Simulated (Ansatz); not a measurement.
# SiO₂: zone-centre modes

These are results of DFT r2SCAN, scalar-relativistic, plane waves, PAW (Ansatz 0.2.0), not measurements. The runs took a 500 eV cutoff, a Γ-centred 6×6×8 mesh and Gaussian smearing (0.05 eV). No spin polarisation.

The starting cell (relaxed at this level; this rutile-type form isn't the usual structure):

```
CELL_PARAMETERS angstrom
4.18541 0.00000 0.00000
0.00000 4.18541 0.00000
0.00000 0.00000 2.66874
ATOMIC_POSITIONS crystal
Si 0.50000 0.50000 0.50000
Si 0.00000 0.00000 0.00000
O 0.69389 0.69389 0.00000
O 0.19389 0.80611 0.50000
O 0.30611 0.30611 0.00000
O 0.80611 0.19389 0.50000
```

Harmonic modes by finite displacements of 0.02 Å, without the LO–TO term.

Problem. At this geometry, is the structure stable against these modes?

Solution. Yes: no mode is imaginary beyond 10 cm⁻¹, and only the three translations lie near zero.

Problem. List the wavenumbers in cm⁻¹.

Solution. 0, 0, 0, 232, 390, 465, 465, 575, 575, 586, 586, 611, 655, 754, 757, 830, 830, 957.

Cost: 1 run of about 1.7 core-minutes, on Oxide Virtual Turin-like Processor (Zen 5) (shared hosts).